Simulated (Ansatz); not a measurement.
**W (Fm-3m), zone-centre modes**

All numbers below come from DFT r2SCAN, scalar-relativistic, plane waves, PAW in Ansatz. The runs took a 500 eV cutoff, a Γ-centred 16×16×12 mesh and Gaussian smearing (0.15 eV). Spin–orbit coupling is left out, which can shift energies with elements as heavy as these. No spin polarisation.

The starting cell (as given, not relaxed at this level; this fcc form isn't the usual structure):

```
W
1.0
     0.00000   -2.03000   -2.03000
     0.00000    2.03000   -2.03000
     4.06000    0.00000    0.00000
W
2
Direct
  0.50000 0.50000 0.50000
  0.00000 0.00000 0.00000
```

Harmonic modes by finite displacements of 0.02 Å, without the LO–TO term. The cell doubles the primitive one, so its zone centre also holds the primitive cell's point q = (0, 1/2, 1/2).

Task: At this geometry, is the structure stable against these modes?

Result: Yes: no mode is imaginary beyond 10 cm⁻¹, and only the three translations lie near zero.

Task: List the wavenumbers in cm⁻¹.

Result: 0, 0, 0, 92, 92, 205.

Cost: 1 run of about 2.6 core-minutes, on Arm Neoverse V1 (shared hosts).